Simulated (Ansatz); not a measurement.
One crystal and one scan (energy over volume and axial ratio) at two levels, PBE (plane waves to 420 eV, PAW, scalar-relativistic; Ansatz, a first-principles code) and r2SCAN (plane waves to 500 eV, PAW, scalar-relativistic; Ansatz), each from its own relaxed cell and on its own mesh.

The crystal is MoSi$_{2}$ (MoSi2 type, space group I4/mmm); volume and axial ratio are varied about the relaxed values (subscript 0).

E stands for the smeared free energy. MoSi2 is run without spin polarisation. MoSi2 was relaxed with its symmetry unable to fall. As the atoms are clamped, bonds stretch with the cell, which overstates energies and stresses. With partly filled bands, the response to shear is sensitive to the k mesh, so small differences along c/a are uncertain.

```json
[
 {"quantity": "Lattice constant a (Å)", "run 1": "3.217", "run 2": "3.202"},
 {"quantity": "Lattice constant c (Å)", "run 1": "7.873", "run 2": "7.819"},
 {"quantity": "Relaxed volume (Å³/atom)", "run 1": "13.58", "run 2": "13.36"},
 {"quantity": "Modulus against c/a change at fixed volume, (3/4V)·∂²E/∂(ln c/a)² (fit, atoms clamped) (GPa)", "run 1": "190", "run 2": "208"}
]
```

### Question
Which run is which level?

### Answer
Run 1 is PBE, run 2 is r2SCAN. PBE gives the higher value for: lattice constant a; lattice constant c; relaxed volume. PBE gives the lower value for: modulus against c/a change at fixed volume.

(Under strain, the slope of the energy per volume gives the stress and its curvature an elastic modulus.)
